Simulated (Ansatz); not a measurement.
Data:

SiC$_{2}$:
```cif
data_C4Si2
_chemical_formula_sum 'Si2 C4'
_space_group_name_H-M_alt 'P 1'
_space_group_IT_number 1
_cell_length_a 3.15636
_cell_length_b 3.15636
_cell_length_c 6.86964
_cell_angle_alpha 90.000
_cell_angle_beta 90.000
_cell_angle_gamma 90.000
loop_
_space_group_symop_operation_xyz
  'x, y, z'
loop_
_atom_site_label
_atom_site_type_symbol
_atom_site_fract_x
_atom_site_fract_y
_atom_site_fract_z
_atom_site_occupancy
Si1 Si 0.00000 0.00000 0.25000 1
Si2 Si 0.00000 0.00000 0.75000 1
C1 C 0.00000 0.50000 0.09918 1
C2 C 0.50000 0.00000 0.59918 1
C3 C 0.00000 0.50000 0.90082 1
C4 C 0.50000 0.00000 0.40082 1
```

This is the PBEsol-relaxed structure.

Question: All from the program Ansatz at the PBEsol level (PAW), unless another level is named. Predict the electronic character.

Answer: metallic (no gap).

Question: Give the formation energy from the elements (no fitted shifts).

Answer: 0.43 eV/atom.

Question: Predict the density of states at the Fermi level.

Answer: 0.13 states/eV per atom (mean over ±0.08 eV).

Space group P4_2/mmc. The start of the workflow was typed in or built on a structure type; neither database checked (COD, Materials Project) lists it. Its standing as an ambient phase is unchecked. The PBEsol relaxation kept the symmetry of its start; its stability against distortions is not shown here. Its formation energy is positive at this level, so the cell may be metastable or incomplete. The references are the lowest solids computed at this level, not always the standard phases.

Potentials: the earlier of the program's two PAW sets. The files were generated under PBE; for other functionals the program regenerates the frozen cores, and for LDA and PBEsol the local potential too.
